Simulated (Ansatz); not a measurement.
Na:
```
CELL_PARAMETERS angstrom
     -2.11195     2.11195     2.11195
      2.11195    -2.11195     2.11195
      2.11195     2.11195    -2.11195
ATOMIC_POSITIONS crystal
  Na 0.00000 0.00000 0.00000
```

Relaxed with r²SCAN. Special points in fractions of this cell's reciprocal vectors: Γ (0.000, 0.000, 0.000); H (0.500, -0.500, 0.500); N (0.000, 0.000, 0.500); P (0.250, 0.250, 0.250).

Q: List the band energies nearest the Fermi level at these points for the program Ansatz at the r²SCAN level (PAW).

A: In eV from the Fermi level; about four levels below and three above (degenerate sets whole), none deeper than 8.9 eV; … stands for higher levels left out; points with the same levels are listed once.

| k | below | above |
|---|---|---|
| Γ | -3.44 | 12.54 12.54 12.54 |
| H | – | 4.76 4.76 … |
| N | – | 0.75 1.45 8.74 |
| P | – | 2.86 2.86 2.86 |

Space group Im-3m (bcc (W type)). The r²SCAN relaxation kept the symmetry of its start.

Potentials: the earlier of the program's two PAW sets. The files were generated under PBE; for other functionals the program regenerates the frozen cores, and for LDA and PBEsol the local potential too.
